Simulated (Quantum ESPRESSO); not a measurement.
## Al4O4NF (a curve over one atom's position)

Simulated, not a measurement. The program is pw.x of Quantum ESPRESSO 7.5 (plane-wave density functional theory). The cell is made up: 10 atoms on a corundum lattice, with randomly drawn elements, strain and displacements, not relaxed. PseudoDojo standard norm-conserving files (v0.5 for PBE, v0.4.1 for LDA and PBEsol) set the functional; there is no spin polarisation, spin-orbit coupling or dispersion term, and the masses in the input are unused placeholders.

Seven runs move atom 8 (O, counted in the order of the input) along x and keep all else fixed.

Input of the run at +0.0251:

```
&control calculation='scf', pseudo_dir='./dojo.nc.sr.pbe.v0_5.standard.upf', outdir='./o', disk_io='low', tprnfor=.true., tstress=.true. /
&system ibrav=0, nat=10, ntyp=4, nbnd=30, ecutwfc=84.00895049, nosym=.true., tot_charge=0,
 occupations='smearing', smearing='fd', degauss=0.0018374661
/
&electrons conv_thr=7.350e-09, electron_maxstep=60, /
ATOMIC_SPECIES
Al 1.0 Al.upf
F 1.0 F.upf
N 1.0 N.upf
O 1.0 O.upf
CELL_PARAMETERS angstrom
2.4822 1.3579 4.5043
-2.449 1.3629 4.4844
0.021 -2.8154 4.5244
ATOMIC_POSITIONS angstrom
Al 0.0359 -0.0153 4.8037
Al 0.0627 0.0511 1.9943
Al 0.1014 -0.0058 8.7104
Al 0.0562 -0.0676 11.5161
O -0.8789 1.2601 7.9763
O -0.7877 -1.5287 7.876
N 1.706 0.0261 7.9177
O 0.9816 -1.4022 5.5058
O 0.6618 1.5957 5.651
F -1.8165 -0.1526 5.5665
K_POINTS automatic
5 5 5 1 1 1
```

| shift of atom 8 along x (Å) | free energy less that of the input shown (eV) | Fx on atom 8 (eV/Å) | Fy on atom 8 (eV/Å) | Fz on atom 8 (eV/Å) | pressure (GPa) | next band up at Gamma (eV) | iterations |
| --- | --- | --- | --- | --- | --- | --- | --- |
| -0.1048 | 0.0709 | 1.352 | -1.645 | 2.712 | -0.50 | 1.984 | 13 |
| -0.0922 | 0.0548 | 1.203 | -1.595 | 2.698 | -0.60 | 1.993 | 13 |
| -0.0470 | 0.0129 | 0.648 | -1.423 | 2.659 | -0.89 | 2.020 | 13 |
| +0.0251 | 0.0000 | -0.306 | -1.173 | 2.628 | -1.13 | 2.048 | 12 |
| +0.0342 | 0.0034 | -0.432 | -1.144 | 2.628 | -1.14 | 2.050 | 12 |
| +0.0854 | 0.0443 | -1.175 | -0.987 | 2.636 | -1.09 | 2.056 | 12 |
| +0.1042 | 0.0691 | -1.462 | -0.933 | 2.646 | -1.04 | 2.056 | 12 |

A cubic fit gives dFx/dx = -13.41 eV/Å² at zero shift. Across the table the free energy follows the integral of the force to within 0.1 meV. A rerun of one of the cells at a cutoff of 1437 eV and k mesh 7 x 7 x 7 moved values by no more than 0.003 eV in energy, 0.02 GPa in stress and 0.002 eV/Å in force. The band column is the level of band 25 at Gamma less that of band 24, whose number is half the electron count, rounded up; it comes from a band step after each run.